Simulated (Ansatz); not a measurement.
**A film clamped to a substrate in Al$_{2}$O$_{3}$**

Computed with Ansatz, DFT r2SCAN, scalar-relativistic, plane waves, PAW. The runs took a 500 eV cutoff, a Γ-centred 6×6×6 mesh and Gaussian smearing (0.05 eV). No spin polarisation. Energies are free energies at this smearing, counted from the undisturbed cell; pressure is positive in compression.

Zero of the scan (relaxed at this level):

```
Al O
1.0
     2.37957    1.37385    4.33164
    -2.37957    1.37385    4.33164
     0.00000   -2.74769    4.33164
Al O
4 6
Direct
  0.85192 0.85192 0.85192
  0.64808 0.64808 0.64808
  0.14808 0.14808 0.14808
  0.35192 0.35192 0.35192
  0.05639 0.44361 0.75000
  0.75000 0.05639 0.44361
  0.44361 0.75000 0.05639
  0.94361 0.55639 0.25000
  0.25000 0.94361 0.55639
  0.55639 0.25000 0.94361
```

The cell (10 atoms, V0 = 84.96 Å³) is strained by p along both x and y and by q along z, fractional coordinates fixed. τp = (1/V0) ∂E/∂p = (σxx + σyy)(1 + p)(1 + q) and τq = (1/V0) ∂E/∂q = σzz(1 + p)², with tension positive.

```
     p q  ΔE (meV/atom)  τp (GPa)  τq (GPa)
 0.000   0.000           0.00      0.07      0.00
-0.025   0.000          23.99    -37.32     -5.77
 0.025   0.000          21.53     31.50      4.81
 0.000  -0.025           8.99     -5.65    -13.81
 0.000   0.025           8.40      4.91     12.46
```

**Question.** Get the second derivatives of the energy density.

**Answer.** Central differences give A = ∂τp/∂p = 1376 GPa (C11 + C22 + 2 C12), C = ∂τq/∂q = 525 GPa (C33) and the cross term B = ∂τq/∂p = 212 GPa (C13 + C23); ∂τp/∂q = 211 GPa must equal B, and any difference shows higher-order terms. The ions are clamped.

**Question.** A film of this crystal grows with z along the normal on a substrate that imposes p. How does its thickness respond, and what does the misfit cost?

**Answer.** Count p and q from the stress-free cell. A free surface needs τq = 0, so q = −(B/C) p = -0.40 p. The energy density left is (A − B²/C) p²/2 = M p², with the biaxial modulus M = 646 GPa; a misfit of 1 % costs 3.42 meV/atom, against 3.65 meV/atom if the thickness were held.

At p = -0.050 the energies along q are 178.3 (q = -0.050), 129.1 (q = -0.025), 102.0 (q = 0.000), 94.8 (q = 0.025), 105.7 (q = 0.050) meV/atom.

**Question.** Does the linear rule hold at this misfit?

**Answer.** A parabola through the lowest point and its neighbours has its minimum at q = 0.022, 94.8 meV/atom. With the stress left in the starting cell, τp0 and τq0, linear elasticity gives q = −(τq0 + Bp)/C = 0.020 and E = V0(τp0 p + τq0 q + Ap²/2 + Bpq + Cq²/2)/N = 85.4 meV/atom. The energies differ by more than a tenth, so the quadratic law fails here: the gap holds the anharmonic part, with some error from the wide steps. Cubic terms also shift the vertex of so wide a parabola.

Forces appear on the atoms along this scan, and letting them relax would lower the energy and soften the response.